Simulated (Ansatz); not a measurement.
GaN:
```cif
data_GaN
_chemical_formula_sum 'Ga1 N1'
_space_group_name_H-M_alt 'P 1'
_space_group_IT_number 1
_cell_length_a 3.15042
_cell_length_b 3.15042
_cell_length_c 3.15042
_cell_angle_alpha 60.000
_cell_angle_beta 60.000
_cell_angle_gamma 60.000
loop_
_space_group_symop_operation_xyz
  'x, y, z'
loop_
_atom_site_label
_atom_site_type_symbol
_atom_site_fract_x
_atom_site_fract_y
_atom_site_fract_z
_atom_site_occupancy
Ga1 Ga 0.00000 0.00000 0.00000 1
N1 N 0.25000 0.25000 0.25000 1
```

Relaxed with LDA.

### Question
Which orbitals make up the states near the band edges in the program Ansatz at the LDA level (PAW)?

### Answer
Top 1 eV of the valence band: N 2p 88 %, Ga 4p 7 %. Bottom 1 eV of the conduction band: N 2s 40 %, Ga 4s 33 %, N 2p 16 %, Ga 4p 8 %. Projections are on Löwdin-orthogonalised atomic valence shells; empty p or d shells of many metals are not among them.

### Question
Tabulate the density of states.

### Answer
States/eV per cell of 2 atoms, in 0.25 eV bins, energy from the valence-band maximum.

| E (eV) | total | N 2p | Ga 4p | Ga 4s |
|---|---|---|---|---|
| -7.85 | 0.00 | 0.00 | 0.00 | 0.00 |
| -7.60 | 0.00 | 0.00 | 0.00 | 0.00 |
| -7.35 | 0.02 | 0.01 | 0.00 | 0.01 |
| -7.10 | 0.20 | 0.10 | 0.04 | 0.05 |
| -6.85 | 0.34 | 0.18 | 0.07 | 0.08 |
| -6.60 | 0.48 | 0.25 | 0.09 | 0.12 |
| -6.35 | 0.77 | 0.41 | 0.11 | 0.21 |
| -6.10 | 2.02 | 1.10 | 0.16 | 0.66 |
| -5.85 | 0.93 | 0.49 | 0.09 | 0.26 |
| -5.60 | 0.55 | 0.29 | 0.06 | 0.13 |
| -5.35 | 0.42 | 0.22 | 0.04 | 0.09 |
| -5.10 | 0.35 | 0.18 | 0.04 | 0.07 |
| -4.85 | 0.28 | 0.15 | 0.03 | 0.05 |
| -4.60 | 0.27 | 0.14 | 0.03 | 0.04 |
| -4.35 | 0.54 | 0.32 | 0.12 | 0.04 |
| -4.10 | 0.87 | 0.54 | 0.21 | 0.06 |
| -3.85 | 0.84 | 0.53 | 0.19 | 0.06 |
| -3.60 | 0.81 | 0.52 | 0.17 | 0.06 |
| -3.35 | 0.88 | 0.59 | 0.19 | 0.05 |
| -3.10 | 0.99 | 0.68 | 0.21 | 0.05 |
| -2.85 | 1.23 | 0.88 | 0.25 | 0.05 |
| -2.60 | 1.30 | 0.95 | 0.25 | 0.04 |
| -2.35 | 1.28 | 0.95 | 0.23 | 0.04 |
| -2.10 | 1.29 | 0.98 | 0.22 | 0.03 |
| -1.85 | 1.29 | 1.01 | 0.20 | 0.03 |
| -1.60 | 1.30 | 1.04 | 0.18 | 0.02 |
| -1.35 | 1.33 | 1.09 | 0.17 | 0.02 |
| -1.10 | 1.30 | 1.10 | 0.14 | 0.01 |
| -0.85 | 0.88 | 0.75 | 0.08 | 0.01 |
| -0.60 | 0.63 | 0.56 | 0.04 | 0.00 |
| -0.35 | 0.44 | 0.39 | 0.02 | 0.00 |
| -0.10 | 0.17 | 0.16 | 0.01 | 0.00 |
| 0.15 | 0.00 | 0.00 | 0.00 | 0.00 |
| 0.40 | 0.00 | 0.00 | 0.00 | 0.00 |
| 0.65 | 0.00 | 0.00 | 0.00 | 0.00 |
| 0.90 | 0.00 | 0.00 | 0.00 | 0.00 |
| 1.15 | 0.00 | 0.00 | 0.00 | 0.00 |
| 1.40 | 0.00 | 0.00 | 0.00 | 0.00 |
| 1.65 | 0.00 | 0.00 | 0.00 | 0.00 |
| 1.90 | 0.00 | 0.00 | 0.00 | 0.00 |
| 2.15 | 0.00 | 0.00 | 0.00 | 0.00 |
| 2.40 | 0.01 | 0.00 | 0.00 | 0.00 |
| 2.65 | 0.02 | 0.00 | 0.00 | 0.01 |
| 2.90 | 0.03 | 0.01 | 0.00 | 0.01 |
| 3.15 | 0.04 | 0.01 | 0.01 | 0.01 |
| 3.40 | 0.09 | 0.01 | 0.03 | 0.01 |
| 3.65 | 0.16 | 0.02 | 0.07 | 0.02 |
| 3.90 | 0.23 | 0.03 | 0.10 | 0.02 |
| 4.15 | 0.31 | 0.05 | 0.13 | 0.03 |
| 4.40 | 0.42 | 0.07 | 0.17 | 0.04 |
| 4.65 | 0.60 | 0.10 | 0.24 | 0.06 |
| 4.90 | 0.79 | 0.13 | 0.30 | 0.11 |
| 5.15 | 0.83 | 0.14 | 0.32 | 0.12 |
| 5.40 | 0.86 | 0.15 | 0.33 | 0.13 |
| 5.65 | 0.85 | 0.16 | 0.33 | 0.13 |
| 5.90 | 0.83 | 0.17 | 0.34 | 0.12 |
| 6.15 | 0.85 | 0.19 | 0.37 | 0.11 |
| 6.40 | 0.68 | 0.15 | 0.29 | 0.09 |
| 6.65 | 0.38 | 0.08 | 0.15 | 0.07 |

Space group F-43m (zinc blende). The LDA relaxation kept the symmetry of its start; phonons on a q-mesh show no instability. Scalar-relativistic: spin–orbit coupling is off unless named, which matters more the heavier the elements.

Potentials: the later of the program's two PAW sets.
